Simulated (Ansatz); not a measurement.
Ge (diamond)

```
CELL_PARAMETERS angstrom
      0.00000     2.83635     2.83635
      2.83635     0.00000     2.83635
      2.83635     2.83635     0.00000
ATOMIC_POSITIONS crystal
  Ge 0.50000 0.50000 0.50000
  Ge 0.75000 0.75000 0.75000
```

Grid over V/V₀ and (c/a)/(c/a)₀, subscript 0 meaning the relaxed cell; the conventional c axis lies along z; no internal relaxation.

The numbers are results of r2SCAN (plane waves to 500 eV, PAW, scalar-relativistic; Ansatz, a first-principles code), not measurements. k mesh 10×10×10 (Γ-centred), Fermi-Dirac smearing 0.05 eV. Compression counts positive. Ge was relaxed with its symmetry unable to fall. The PAW data are Ansatz's earlier set.

At one point of the scan the stress tensor (GPa) is:

```
  -3.26     0.00     0.00
   0.00    -3.26     0.00
   0.00     0.00     2.50
```

**Question.** Which point is it?
(A) V/V₀ = 1.000, (c/a)/(c/a)₀ = 0.960
(B) V/V₀ = 1.020, (c/a)/(c/a)₀ = 0.920
(C) V/V₀ = 1.020, (c/a)/(c/a)₀ = 1.000
(D) V/V₀ = 1.020, (c/a)/(c/a)₀ = 0.960

**Answer.** B, V/V₀ = 1.020, (c/a)/(c/a)₀ = 0.920

(Under strain, the slope of the energy per volume gives the stress and its curvature an elastic modulus.)
